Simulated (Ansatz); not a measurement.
Te2Pt:
```
Te2Pt
1.0
    4.01982     0.00000     0.00000
   -2.00991     3.48127     0.00000
    0.00000     0.00000     5.09087
Te Pt
2 1
Direct
  0.66667   0.33333   0.73674
  0.33333   0.66667   0.26326
  0.00000   0.00000   0.00000
```

This is the LDA-relaxed structure.

**Question.** All from LDA in the plane-wave PAW code Ansatz, unless another level is named. Estimate the highest zone-centre frequency.

**Answer.** 173 cm^-1.

**Question.** And the bulk modulus (Birch–Murnaghan fit)?

**Answer.** 62.7 GPa.

Space group P-3m1. The LDA relaxation kept the symmetry of its start; of distortions, only those at the zone centre were tested. No spin polarisation was allowed. A crystal of weakly bound layers computed without a dispersion correction: the cell and the soft elastic constants depend strongly on that. As this level gives no gap, phonon frequencies hold no LO–TO term and depend on the k-mesh and smearing (Fermi–Dirac, 0.1 eV here). Spin–orbit coupling is left out wherever it is not named.

Potentials: the earlier of the program's two PAW sets.
